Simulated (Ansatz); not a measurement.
B in space group Cmce (No. 64; B on 8f) under volume change, r²SCAN in the plane-wave PAW code Ansatz, shape and atoms relaxed at each volume.

```csv
V (Å³/atom),E − E(relaxed) (meV/atom),P (GPa)
5.807,(withheld),(withheld)
5.999,20.9,18.34
6.190,5.0,8.54
6.382,0.0,-0.02
6.573,(withheld),(withheld)
6.765,17.5,-13.99
6.956,37.7,-19.68
```

**Question.** Fill in the missing entries.

**Answer.** 
- 6.573, E − E(relaxed) (meV/atom): 4.6
- 6.573, P (GPa): -7.48
- 5.807, E − E(relaxed) (meV/atom): 49.4
- 5.807, P (GPa): 29.57

**Question.** What does a third-order Birch–Murnaghan fit give for V₀, B₀ and B′?

**Answer.** V₀ = 6.38 Å³/atom, B₀ = 266 GPa, B′ = 3.5.

The start of the workflow was typed in or built on a structure type; neither database checked (COD, Materials Project) lists it. It is not the phase usual at ambient conditions (space group No. 166). Symmetry was held in the r²SCAN relaxation; its stability against distortions is not shown here.

Potentials: the later of the program's two PAW sets.
